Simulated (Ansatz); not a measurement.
FeCo:
```cif
data_CoFe
_chemical_formula_sum 'Fe1 Co1'
_space_group_name_H-M_alt 'P 1'
_space_group_IT_number 1
_cell_length_a 2.84488
_cell_length_b 2.84488
_cell_length_c 2.84488
_cell_angle_alpha 90.000
_cell_angle_beta 90.000
_cell_angle_gamma 90.000
loop_
_space_group_symop_operation_xyz
  'x, y, z'
loop_
_atom_site_label
_atom_site_type_symbol
_atom_site_fract_x
_atom_site_fract_y
_atom_site_fract_z
_atom_site_occupancy
Fe1 Fe 0.00000 0.00000 0.00000 1
Co1 Co 0.50000 0.50000 0.50000 1
```
Starting moments (μB, in the order of the atoms Fe Co): 2.9 1.8.

Relaxed with plane-wave PAW PBE (Ansatz code). Indices refer to the conventional cell of Pm-3m, a = b = c = 2.8449 Å, α = β = γ = 90.00°.

Q: Simulate the powder diffraction pattern (Fe Kα, λ = 1.93735 Å; lines above 1 %) up to 2θ = 90°.

A: Simulated powder pattern, Fe Kα, λ = 1.93735 Å (kinematic, ideal powder, no thermal factors, no anomalous dispersion; the 30 strongest lines at most, above 1 %, up to 2θ = 90°):

```json
[
 {"2θ (°)": "57.57", "d (Å)": "2.012", "I/Imax (%)": "100", "hkl": "(110)"},
 {"2θ (°)": "85.84", "d (Å)": "1.422", "I/Imax (%)": "16", "hkl": "(200)"}
]
```

The PBE relaxation kept the symmetry of its start. The final state is ferromagnetic, chosen from 5 collinear starts compared on coarse meshes (ties went to the first, and starts can fall back to one state), not a proven ground state. Textbook magnetic order: ferromagnetic.

Potentials: the later of the program's two PAW sets.
